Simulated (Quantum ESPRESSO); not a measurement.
Kohn-Sham bands of SrHfO3 (cubic perovskite)

```
SrHfO3
1.0
    4.14121     0.00000     0.00000
    0.00000     4.14121     0.00000
    0.00000     0.00000     4.14121
Sr Hf O
1 1 3
Direct
  0.50000   0.50000   0.50000
  0.00000   0.00000   0.00000
  0.00000   0.50000   0.00000
  0.50000   0.00000   0.00000
  0.00000   0.00000   0.50000
```

Structure: Materials Project mp-4551, symmetrised, not relaxed again. COD (Crystallography Open Database) records the formula in this space group. Ideal cubic forms of this type are often high-temperature phases that distort on cooling; symmetry holds the cell here, and its stability was not tested. Level: PBEsol, spinors with spin-orbit coupling; pw.x of Quantum ESPRESSO at 68 Ry with PseudoDojo potentials, 6×6×6 k-points, Wannier90. Density: 8×8×8 mesh, cold smearing 0.01 Ry.

Problem. List the Kohn-Sham levels between −8 and 6.6 eV relative to the valence-band maximum at the high-symmetry points, as a band run of pw.x on that density gives them (levels within 2 meV counted together).

Solution. 
| point | k (reciprocal lattice) | levels (eV) |
|---|---|---|
| Γ | 0.000 0.000 0.000 | -2.47 (×2), -1.84 (×4), -0.98 (×4), -0.97 (×2), -0.46 (×2), -0.20 (×4), 3.61 (×4), 3.86 (×2), 4.40 (×2), 4.95 (×4) |
| X | 0.000 0.500 0.000 | -4.08 (×2), -2.30 (×2), -2.09 (×2), -2.07 (×2), -2.01 (×2), -1.89 (×2), -1.62 (×2), -0.62 (×2), -0.37 (×2), 4.23 (×2), 6.35 (×2), 6.36 (×2), 6.55 (×2), 6.58 (×2) |
| M | 0.500 0.500 0.000 | -4.32 (×2), -4.12 (×2), -3.88 (×2), -2.42 (×2), -2.40 (×2), -1.44 (×2), -1.40 (×2), -0.98 (×2), -0.07 (×2), 6.29 (×2), 6.45 (×2) |
| R | 0.500 0.500 0.500 | -4.48 (×2), -3.87 (×4), -3.47 (×2), -3.43 (×4), -0.02 (×2), 0.00 (×4), 6.07 (×2), 6.14 (×4) |
